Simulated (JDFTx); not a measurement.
# Double layer at Cd(1 0 -1 0)

| Quantity | Result |
|---|---|
| surface | Cd(1 0 -1 0) |
| bulk | Cd, P6_3/mmc, lattice of mp-94 (not re-optimised) |
| slab | 6 atoms in 6 planes, 1x1, 6.3 Å between the outermost planes |
| in-plane cell | 2.958 × 5.886 Å, 17.41 Å² |
| cell height | 22.0 Å |
| sampling | 8×4×1 k mesh, Fermi smearing 0.01 Ha, no spin polarisation |

All numbers are PBE, GBRV ultrasoft potentials, plane waves to 20/100 Ha results from a modified build of JDFTx, not measurements. Outer atoms relaxed in vacuum, keeping the start's symmetry. The same nuclei were then put into each liquid, at zero charge and at set potentials or charges. Both faces are the same ideal termination; reconstructions, overlayers and chemisorbed solvent are outside this model. SHE scale: U = −μ/e − 4.44 V, by convention. Convergence in thickness and k mesh wasn't tested for this slab.

In vacuum the work function is 4.03 eV, which would put the uncharged electrode at -0.41 V vs SHE if the liquid did nothing. Each liquid moves the Fermi level of the neutral slab, now counted from the bulk liquid: CANDLE, water, 1 M NaF by 0.32 eV, to a potential of zero charge of -0.74 V; nonlinear PCM (GLSSA13), water, 1 M NaF by 0.38 eV, to a potential of zero charge of -0.79 V. The models of water differ by 0.05 V among themselves.

Charging:

```json
[
 {"liquid": "CANDLE, water", "U − U_pzc (V)": "0.14", "σ (μC/cm²)": "1.8", "σ/(U − U_pzc) (μF/cm²)": "14", "Δγ (mJ/m²)": "-1"},
 {"liquid": "CANDLE, water", "U − U_pzc (V)": "0.49", "σ (μC/cm²)": "6.8", "σ/(U − U_pzc) (μF/cm²)": "14", "Δγ (mJ/m²)": "-16"},
 {"liquid": "CANDLE, water", "U − U_pzc (V)": "0.69", "σ (μC/cm²)": "9.9", "σ/(U − U_pzc) (μF/cm²)": "14", "Δγ (mJ/m²)": "-33"},
 {"liquid": "nonlinear PCM (GLSSA13), water", "U − U_pzc (V)": "-0.31", "σ (μC/cm²)": "-6.0", "σ/(U − U_pzc) (μF/cm²)": "19", "Δγ (mJ/m²)": "-9"},
 {"liquid": "nonlinear PCM (GLSSA13), water", "U − U_pzc (V)": "0.14", "σ (μC/cm²)": "2.7", "σ/(U − U_pzc) (μF/cm²)": "19", "Δγ (mJ/m²)": "-2"},
 {"liquid": "nonlinear PCM (GLSSA13), water", "U − U_pzc (V)": "0.29", "σ (μC/cm²)": "5.5", "σ/(U − U_pzc) (μF/cm²)": "19", "Δγ (mJ/m²)": "-8"}
]
```

The mean capacitance runs from 14 to 19 μF/cm². Δγ, the grand free energy per area against the neutral surface, is negative throughout, since charging at a held potential lowers it. The cavity function reaches one half at 3.0 Å (CANDLE, water), 1.9 Å (nonlinear PCM (GLSSA13), water) above the top atoms; the models define their cavities differently. CANDLE's negatively charged runs are left out, as they depend on the cell height. No specific adsorption of ions or solvent is in these numbers.
